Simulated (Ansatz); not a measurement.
Values for one crystal, relaxed and computed with the program Ansatz at the r²SCAN level (PAW); other levels are named.

```yaml
volume_per_atom: 29.53 Å³
electronic_character: metallic (no gap)
Pressure derivative B′: 4.0
Formation energy from the elements (no fitted shifts): -0.88 eV/atom
Bulk modulus (Birch–Murnaghan fit): 12.7 GPa
Density of states at the Fermi level: 0.29 states/eV per atom (mean over ±0.08 eV)
```

Question: Which compound is it?
(A) Na3Cl, P4/mmm (Na on 1b, Na on 2h, Cl on 1a)
(B) BaGa2H2, P-3m1 (Ba on 1a, Ga on 2d, H on 2d)
(C) SrCo2Ge2, I4/mmm (Sr on 2a, Co on 4d, Ge on 4e)
(D) GePd, CsCl type

Answer: A, Na3Cl, P4/mmm (Na on 1b, Na on 2h, Cl on 1a)

The workflow started from a Materials Project entry (that database holds measured and hypothetical structures alike); the Crystallography Open Database copy checked does not list it. Whether it is the stable phase at ambient conditions was not checked. The r²SCAN relaxation kept the symmetry of its start; its stability against distortions is not shown here. The references are the lowest solids computed at this level, not always the standard phases (solids in place of the gases).

Potentials: the later of the program's two PAW sets.
